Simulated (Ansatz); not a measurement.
In PBEsol in the plane-wave PAW code Ansatz, BeAg in the CsCl type structure (Pm-3m) relaxes to a = 2.909 Å. Be has 8 nearest neighbours from 2.52 Å (cubic). Against the elements it lies at 0.087 eV/atom, with no fitted shifts.

Electronic character: metallic (no gap). Gap from PBEsol with spin–orbit coupling: none (metallic).

An equation-of-state fit gives a bulk modulus of 135 GPa. The relaxed-ion elastic constants in GPa are C11 = 181, C12 = 113, C44 = 79.2. The elastic constants imply a Debye temperature near 387 K. The highest mode at Γ lies at 344 cm^-1.

The start of the workflow was typed in or built on a structure type; neither database checked (COD, Materials Project) lists it. Whether it is the stable phase at ambient conditions was not checked. Symmetry was held in the PBEsol relaxation; its stability against distortions is not shown here. The run is not spin-polarised. As this level gives no gap, shear constants depend on the k-mesh and smearing (Fermi–Dirac, 0.1 eV here). As this level gives no gap, phonon frequencies hold no LO–TO term and depend on the k-mesh and smearing (Fermi–Dirac, 0.1 eV here). The references are the lowest solids computed at this level, not always the standard phases. Scalar-relativistic: spin–orbit coupling is off unless named, which matters more the heavier the elements.

Potentials: the earlier of the program's two PAW sets. The files were generated under PBE; for other functionals the program regenerates the frozen cores, and for LDA and PBEsol the local potential too.
